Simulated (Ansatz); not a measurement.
A plane-wave DFT run in Ansatz 0.2.0 (scalar-relativistic PAW potentials unless the input names others): input and command.

```yaml
crystal:
  lattice:
    - [4.0343848471, 0.0, 0.0]
    - [0.0, 4.0343848471, 0.0]
    - [0.0, 0.0, 4.993216203]
  atoms:
    - { symbol: Pb, position: [0.0, 0.5, 0.2377510646] }
    - { symbol: Pb, position: [0.5, 0.0, 0.7622489354] }
    - { symbol: O, position: [0.0, 0.0, 0.0] }
    - { symbol: O, position: [0.5, 0.5, 0.0] }
basis:
  ecutwfc: 420
kpoints:
  mp_grid: { grid: [8, 8, 6] }
hamiltonian:
  xc: lda
scf:
  occupations: { method: gaussian, width: 0.02 }
  initial_density: { chi_scale: 0.0 }
output:
  forces: true
  eigenvalues: true
  stress: true
```

```bash
ansatz run input.yaml --threads 1 --pin off --max-ram 2560MiB --backend cpu --events-out ev --progress --plain --runs-dir out
```

Abridged log:
```
Pseudopotentials: kind: paw
Pseudopotential: Pb, paw, valence charge 14, recommended cutoff 420 eV (normal)
Pseudopotential: O, paw, valence charge 6, recommended cutoff 420 eV (normal)
Functional definition: SPW92
Crystal: 4 atoms, lattice volume = 81.271 Å³
Basis set: ecut = 420 eV, 1593 PW (Γ)
Bands: 24, of which v1, the nominal top of the filled ones, is band 20 counted from 1 (19 counted from 0)
Symmetry: 16 space group operations
Space group: P4/nmm (ITA 129), of the structure as read, at distance tolerance 4.3e-5 Å
k-points: 60 of 384
Initial density: superposition of atomic densities (chi_scale 0, normalization cell)
Initial wavefunctions: pseudopotential atomic-orbital guess
Functional: x = slater, c = lda
SCF iter   1: F=—  HF=-24318.712672 eV  |F-HF|=—  |Δ(HF+E_count)|=         —  Δρ=1.25e-1  dr2=1.69e1  ethr=3.10e-3  ⟨swp⟩=5.3  Hψ=6078  notcnv=0
SCF iter   2: F=—  HF=-24315.026669 eV  |F-HF|=—  |Δ(HF+E_count)|=    3.69e0  Δρ=6.77e-2  dr2=1.83e0  ethr=3.10e-3  ⟨swp⟩=3.9  Hψ=3864  notcnv=0
SCF iter   3: F=—  HF=-24314.614926 eV  |F-HF|=—  |Δ(HF+E_count)|=   4.12e-1  Δρ=2.10e-2  dr2=3.40e-1  ethr=3.10e-3  ⟨swp⟩=2.1  Hψ=2525  notcnv=0
SCF iter   4: F=—  HF=-24314.512262 eV  |F-HF|=—  |Δ(HF+E_count)|=   1.03e-1  Δρ=6.19e-3  dr2=4.43e-2  ethr=8.50e-4  ⟨swp⟩=2.8  Hψ=2580  notcnv=0
SCF iter   5: F=—  HF=-24314.504201 eV  |F-HF|=—  |Δ(HF+E_count)|=   8.06e-3  Δρ=1.29e-3  dr2=1.54e-3  ethr=1.11e-4  ⟨swp⟩=2.0  Hψ=2117  notcnv=0
SCF iter   6: F=—  HF=-24314.504174 eV  |F-HF|=—  |Δ(HF+E_count)|=   2.66e-5  Δρ=4.42e-4  dr2=2.88e-4  ethr=3.86e-6  ⟨swp⟩=2.1  Hψ=2106  notcnv=0
SCF iter   7: F=—  HF=-24314.504131 eV  |F-HF|=—  |Δ(HF+E_count)|=   4.29e-5  Δρ=5.57e-5  dr2=3.72e-6  ethr=7.21e-7  ⟨swp⟩=2.0  Hψ=1729  notcnv=0
SCF iter   8: F=—  HF=-24314.504131 eV  |F-HF|=—  |Δ(HF+E_count)|=   2.68e-7  Δρ=2.23e-5  dr2=6.07e-7  ethr=9.31e-9  ⟨swp⟩=2.1  Hψ=2000  notcnv=0
SCF iter   9: F=-24314.504131 eV  HF=-24314.504131 eV  |F-HF|=4.98e-8  |Δ(HF+E_count)|=   2.14e-9  Δρ=7.01e-6  dr2=6.98e-8  ethr=2.50e-10  ⟨swp⟩=6.2  Hψ=6756  notcnv=0
SCF 1 converged in 9 iterations: F = -24314.504131 eV  dr2 = 6.98e-8
SCF converged after 9 iterations
Free energy (F): -24314.504131 eV
Harris-Foulkes:  -24314.504131 eV  (|F-HF|=4.98e-8)
Internal energy: -24314.504131 eV  (E = F + TS)
E sigma→0 (E₀):  -24314.504131 eV
Fermi energy:    8.329464 eV
--- Forces (eV/Å), atoms counted from 1 ---
  atom   1  Pb     0.00000000     0.00000000    -0.59749541
  atom   2  Pb     0.00000000     0.00000000     0.59749541
  atom   3  O      0.00000000     0.00000000     0.00000000
  atom   4  O      0.00000000     0.00000000     0.00000000
--- Stress (GPa, compression-positive) ---
       -5.040289       0.000000       0.000000
        0.000000      -5.040289       0.000000
        0.000000       0.000000      -3.608993
  P = ⅓ Tr σ = -4.5632 GPa (-45.632 kbar)
```

Apart from outputs and empty bands, the input differs from a reference run on usual settings in scf.initial_density.chi_scale: not typed → 0.0. The reference, at the same geometry (not necessarily relaxed), gave pressure -4.56 GPa, largest force 0.597 eV/Å, gap on the mesh 1.23 eV. This run converged in 9 SCF iterations (reference: 7) with an energy at zero smearing within 0.01 meV/atom of the reference's, pressure -4.56 GPa, largest force 0.597 eV/Å, gap on the mesh 1.23 eV.

The run took 6.1 s on 1 thread of Arm Neoverse V2 (shared host), peak memory 0.35 GiB.